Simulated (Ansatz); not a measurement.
CaCd₃F₈ on the sites of the fluorite structure (relaxed group Cmmm): a single-point calculation in the plane-wave code Ansatz (HSE06). Cell and atoms come from a relaxation with r2SCAN.

Input (YAML):
```yaml
crystal:
  lattice:
    - [3.8216626725, -5.4017712101, 0.0]
    - [3.8216626725, 5.4017712101, 0.0]
    - [0.0, 0.0, 3.8173613037]
  atoms:
    - { symbol: Cd, position: [0.0, 0.5, 0.0] }
    - { symbol: F, position: [0.3759955432, 0.1256797814, 0.5] }
    - { symbol: F, position: [0.1256797814, 0.3759955432, 0.5] }
    - { symbol: Cd, position: [0.5, 0.5, 0.5] }
    - { symbol: F, position: [0.8743623526, 0.1256376474, 0.0] }
    - { symbol: F, position: [0.6248468183, 0.3751531817, 0.0] }
    - { symbol: Ca, position: [0.0, 0.0, 0.5] }
    - { symbol: F, position: [0.3751531817, 0.6248468183, 0.0] }
    - { symbol: F, position: [0.1256376474, 0.8743623526, 0.0] }
    - { symbol: Cd, position: [0.5, 0.0, 0.0] }
    - { symbol: F, position: [0.8743202186, 0.6240044568, 0.5] }
    - { symbol: F, position: [0.6240044568, 0.8743202186, 0.5] }
kpoints:
  mp_grid: { grid: [2, 2, 4] }
  band_path:
    path:
      - [0.0, 0.0, 0.0]
      - [-0.5, 0.5, 0.0]
      - [-0.3751331386, 0.6248668614, 0.0]
      - [0.3751331386, 0.3751331386, 0.0]
      - [0.0, 0.0, 0.5]
      - [0.3751331386, 0.3751331386, 0.5]
      - [-0.3751331386, 0.6248668614, 0.5]
      - [-0.5, 0.5, 0.5]
      - [0.0, 0.5, 0.0]
    npoints: 1
hamiltonian:
  xc: hse06
scf:
  occupations: { method: fixed }
  n_extra_bands: 7
output:
  forces: true
  stress: true
  eigenvalues: true
```

Wall time 32 s on 1 × NVIDIA H100 80GB HBM3 with 2 threads of AMD EPYC 7R13 Processor (Zen 3) (shared host), load about 0.9 per core; peak host memory 2 GiB.

Question: What does the program print?

Answer: Main lines of the log:
```
scf.n_extra_bands = 7 over 63 filled bands (N_el = 126.0): the run solves 70 bands
Pseudopotential: Cd, paw, valence charge 20, recommended cutoff 420 eV (normal)
Pseudopotential: F, paw, valence charge 7, recommended cutoff 420 eV (normal)
Pseudopotential: Ca, paw, valence charge 10, recommended cutoff 420 eV (normal)
Functional definition: HSE06
Crystal: 12 atoms, lattice volume = 157.609 Å³
Basis set: ecut = 420 eV, 3079 PW (Γ)
Symmetry: 8 space group operations
Space group: Cmmm (ITA 65)
k-points: 9 of 16
[warm-up without exact exchange]
SCF iter   1: HF=-33056.189445 eV  Δρ=1.07e-3  dr2=9.95e-4
SCF iter   2: HF=-33056.190184 eV  Δρ=4.69e-4  dr2=1.29e-4
SCF 1 stopped early in 2 iterations: F = -33056.190450 eV  dr2 = 1.29e-4
[exact exchange on]
Exchange kernel: α = 0.2500, screened, ω = 0.2079 Å⁻¹, Wigner–Seitz truncation, v(0) = 1011.6948 eV·Å³, q-mesh 2×2×4
SCF iter   1: HF=-33067.124508 eV  Δρ=1.14e-2  dr2=2.05e-1
SCF iter   2: HF=-33067.069249 eV  Δρ=6.92e-3  dr2=2.64e-2
SCF iter   3: HF=-33067.113442 eV  Δρ=2.99e-3  dr2=1.00e-2
SCF iter   4: HF=-33067.110623 eV  Δρ=1.03e-3  dr2=1.20e-3
SCF iter   5: HF=-33067.110402 eV  Δρ=1.12e-4  dr2=1.93e-4
SCF iter   6: HF=-33067.112086 eV  Δρ=6.38e-4  dr2=4.25e-4
SCF iter   7: HF=-33067.111944 eV  Δρ=3.34e-5  dr2=4.25e-6
SCF 2 stopped early in 7 iterations: F = -33067.111944 eV  dr2 = 4.25e-6
hybrid outer 1: dexx = +5.755e-2 eV, tail = 1.67e-4 eV
SCF iter   1: HF=-33067.112195 eV  Δρ=9.62e-5  dr2=9.09e-6
SCF iter   2: HF=-33067.112193 eV  Δρ=2.80e-5  dr2=5.23e-7
SCF iter   3: HF=-33067.112195 eV  Δρ=1.40e-5  dr2=1.49e-7
SCF iter   4: HF=-33067.112195 eV  Δρ=5.83e-6  dr2=3.82e-8
SCF iter   5: HF=-33067.112195 eV  Δρ=1.83e-6  dr2=3.34e-9
SCF iter   6: HF=-33067.112195 eV  Δρ=1.32e-6  dr2=1.08e-9
SCF 3 converged in 6 iterations: F = -33067.112195 eV  dr2 = 1.08e-9
hybrid outer 2: dexx = +2.023e-6 eV, tail = 1.21e-7 eV, Δε = 4.25e-3 eV, ΔF = 9.69e-3 eV/Å
SCF iter   1: HF=-33067.112195 eV  Δρ=2.20e-6  dr2=3.27e-9
SCF iter   2: HF=-33067.112195 eV  Δρ=6.75e-7  dr2=3.40e-10
SCF 4 converged in 2 iterations: F = -33067.112195 eV  dr2 = 3.40e-10
hybrid outer 3: dexx = +2.347e-9 eV, tail = 9.40e-10 eV, Δε = 2.03e-4 eV, ΔF = 1.49e-4 eV/Å
hybrid SCF converged: 3 outer / 15 inner (+2 warm-up)
Free energy (F): -33067.112195 eV
Fermi energy:    4.235107 eV
--- Forces (eV/Å), atoms counted from 1 ---
  atom   1  Cd      0.00000      0.00000      0.00000
  atom   2  F     -0.00648      0.00528      0.00000
  atom   3  F     -0.00648    -0.00528      0.00000
  atom   4  Cd      0.00000      0.00000      0.00000
  atom   5  F       0.00000    -0.01187      0.00000
  atom   6  F       0.00000      0.00219      0.00000
  atom   7  Ca      0.00000      0.00000      0.00000
  atom   8  F       0.00000    -0.00219      0.00000
  atom   9  F       0.00000      0.01187      0.00000
  atom  10  Cd      0.00000      0.00000      0.00000
  atom  11  F       0.00648      0.00528      0.00000
  atom  12  F       0.00648    -0.00528      0.00000
--- Stress (GPa, compression-positive) ---
        1.648126       0.000000       0.000000
        0.000000       1.645273       0.000000
        0.000000       0.000000       1.660602
  P = ⅓ Tr σ = 1.6513 GPa (16.513 kbar)
```
Iteration counts and the last digits belong to this one run.

bands.tsv, columns around the gap (it counts bands from 0):
```tsv
# k_distance	band_58	band_59	band_60	band_61	band_62	band_63	band_64	band_65	band_66
# fermi_ev = 4.235107
# [0, 0, 0] at k_distance = 0.000000
# [-0.5, 0.5, 0] at k_distance = 0.581586
# [-0.3751331386, 0.6248668614, 0] at k_distance = 0.786879
# [0.3751331386, 0.3751331386, 0] at k_distance = 1.499299
# [0, 0, 0.5] at k_distance = 2.527733
# [0.3751331386, 0.3751331386, 0.5] at k_distance = 3.144488
# [-0.3751331386, 0.6248668614, 0.5] at k_distance = 3.856909
# [-0.5, 0.5, 0.5] at k_distance = 4.062202
# [0, 0.5, 0] at k_distance = 5.026976
# levels_relative_to = fermi_ev
0.000	-0.537	-0.531	-0.504	-0.164	-0.141	5.756	9.422	9.898	11.136
0.582	-0.383	-0.370	-0.362	-0.339	-0.337	7.548	7.968	9.015	10.604
0.787	-0.455	-0.455	-0.368	-0.368	-0.336	7.735	7.759	8.849	10.932
1.499	-0.455	-0.455	-0.368	-0.368	-0.336	7.735	7.759	8.849	10.932
2.528	-0.578	-0.445	-0.379	-0.309	0.000	9.022	9.384	10.460	10.898
3.144	-0.520	-0.309	-0.227	-0.192	-0.169	9.529	9.843	9.923	10.809
3.857	-0.520	-0.309	-0.227	-0.192	-0.169	9.529	9.843	9.923	10.809
4.062	-0.528	-0.251	-0.204	-0.152	-0.094	9.419	9.837	10.022	11.225
5.027	-0.520	-0.519	-0.429	-0.410	-0.268	7.114	7.787	9.755	10.781
```
In order the rows are Γ, Y, C₀, Σ₀, Z, A₀, E₀, T, S.

HSE06 gives an indirect gap of 5.76 eV, from Z to Γ; the least direct gap is 5.90 eV at Γ. The gap is the least over the mesh and the extra points. At this geometry HSE06 finds +1.7 GPa, compression counted positive: its own equilibrium volume is larger. The stress of a hybrid is loosely converged here.

Note: simulated data, non-magnetic, for a generated structure that need not be the stable one.

The runs are scalar-relativistic, without spin-orbit coupling.

The meshes of the hybrids are coarse, so their gaps aren't converged to the digits shown.
